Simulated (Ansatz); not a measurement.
K₂MgF₄ in space group I4/mmm (No. 139; K on 4e, Mg on 2a, F on 4c, F on 4e), r²SCAN (plane waves, PAW; program Ansatz). The conduction-band minimum lies at Γ, with 1 equivalent valley. Second derivatives d²E/dk² of the lowest band at one valley (eV·Å²), along Cartesian directions:

```csv
direction,d²E/dk²
[100],13.84
[010],13.84
[001],12.64
[110],13.84
[101],13.24
[011],13.24
```

### Question
Find the principal effective masses, the density-of-states mass and the conductivity mass.

### Answer
Off-diagonal terms follow from H_xy = H[110] − (H_xx + H_yy)/2, and m*/mₑ = 7.620 eV·Å² over each eigenvalue: 0.55, 0.55, 0.60. One valley's DOS mass (m₁m₂m₃)^(1/3) = 0.57, conductivity mass 3/(Σ 1/mᵢ) = 0.57 mₑ.

### Question
What effective density of states Nc follows at 300 K for parabolic valleys?

### Answer
Nc = 2.509e19 × 1 × (0.57)^(3/2) ≈ 1.1e19 cm⁻³.

The workflow started from a Materials Project entry (that database holds measured and hypothetical structures alike); the Crystallography Open Database copy checked does not list it. Its standing as an ambient phase is unchecked. The r²SCAN relaxation kept the symmetry of its start; whether a distortion lowers the energy is not shown.

Potentials: the later of the program's two PAW sets.

Edges and masses are those of Kohn–Sham bands, whose gap is no quasiparticle gap.
